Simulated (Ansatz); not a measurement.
**From the elastic tensor of Ca₂Al₂O₃ to moduli and sound speeds**

The calculation used DFT PBE, scalar-relativistic, plane waves, PAW (Ansatz). Settings: 420 eV plane-wave cutoff, Γ-centred 6×6×6 mesh, Gaussian smearing of 0.10 eV. No spin polarisation.

Space group I2_13 (No. 199), cubic, a = 7.408 Å. Around Ca lie 3 O at 2.48 Å, 3 O at 2.76 Å and 8 Al at 3.19–3.22 Å; Al has 3 O at 1.86 Å and 8 Ca at 3.19–3.22 Å; O has 2 Al at 1.86 Å, 2 Ca at 2.48 Å, 2 Ca at 2.76 Å and 4 O at 2.77 Å.

The cell was found from a proposed guess, not taken from experiment. In a metal, frequencies and elastic constants depend on the k mesh and the smearing, soft modes and shear constants most. A semilocal functional can close a gap that the real compound has.

Relaxed-ion constants (GPa, on the Cartesian axes of the calculation):
```
122.2  39.4  39.4   0.0   0.0   0.0
 39.4 122.2  39.4   0.0   0.0   0.0
 39.4  39.4 122.2   0.0   0.0   0.0
  0.0   0.0   0.0  61.6   0.0   0.0
  0.0   0.0   0.0   0.0  61.6   0.0
  0.0   0.0   0.0   0.0   0.0  61.6
```

Density 2.976 g/cm³; 14 atoms in 203.26 Å³.

With S = C⁻¹: B_V = (C11+C22+C33+2(C12+C13+C23))/9, G_V = (C11+C22+C33−C12−C13−C23+3(C44+C55+C66))/15, 1/B_R = S11+S22+S33+2(S12+S13+S23), 15/G_R = 4(S11+S22+S33−S12−S13−S23)+3(S44+S55+S66); Hill is their mean. Then v_l = √((B+4G/3)/ρ), v_t = √(G/ρ), v_m = [(2/v_t³+1/v_l³)/3]^(−1/3) and Θ = (ħ/k_B)·v_m·(6π²n/V)^(1/3) for n atoms in the volume V; E = 9BG/(3B+G), ν = (3B−2G)/(2(3B+G)) and A^U = 5G_V/G_R + B_V/B_R − 6.

```json
{
  "Bulk modulus, Voigt / Reuss / Hill": "67.0 / 67.0 / 67.0 GPa",
  "Shear modulus, Voigt / Reuss / Hill": "53.5 / 51.5 / 52.5 GPa",
  "Young's modulus": "125 GPa",
  "Poisson ratio": "0.189",
  "Pugh ratio B/G": "1.28 (under 1.75, the rule of thumb for brittle)",
  "Universal anisotropy index": "0.19",
  "Longitudinal and transverse sound speeds": "6786 and 4201 m/s",
  "Debye temperature from the mean sound speed": "565 K"
}
```
